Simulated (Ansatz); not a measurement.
CoSi2:
```
CELL_PARAMETERS angstrom
      0.00000     2.63682     2.63682
      2.63682     0.00000     2.63682
      2.63682     2.63682     0.00000
ATOMIC_POSITIONS crystal
  Co 0.00000 0.00000 0.00000
  Si 0.75000 0.75000 0.75000
  Si 0.25000 0.25000 0.25000
```

Relaxed with LDA. Special points in fractions of this cell's reciprocal vectors: Γ (0.000, 0.000, 0.000); X (0.500, 0.000, 0.500); U (0.625, 0.250, 0.625); K (0.375, 0.375, 0.750); L (0.500, 0.500, 0.500); W (0.500, 0.250, 0.750).

Question: List the band energies nearest the Fermi level at these points for plane-wave PAW LDA (Ansatz code).

Answer: In eV from the Fermi level; about four levels below and three above (degenerate sets whole), none deeper than 8.9 eV; points with the same levels are listed once.

| k | below | above |
|---|---|---|
| Γ | -4.29 -4.29 -4.29 -2.05 -2.05 | 1.13 3.48 3.48 3.48 |
| X | -2.11 -2.11 -2.05 -1.42 | 1.77 2.96 8.67 |
| U | -2.40 -1.90 -1.30 -1.02 | 2.13 5.07 6.03 |
| L | -1.76 -1.76 -0.46 -0.46 | 2.79 3.60 3.60 |
| W | -2.44 -2.44 -2.11 -1.55 -0.71 | 3.85 3.85 5.88 |

Space group Fm-3m (fluorite or antifluorite type). The LDA relaxation kept the symmetry of its start; phonons on a q-mesh show no instability. The run is not spin-polarised.

Potentials: the later of the program's two PAW sets.
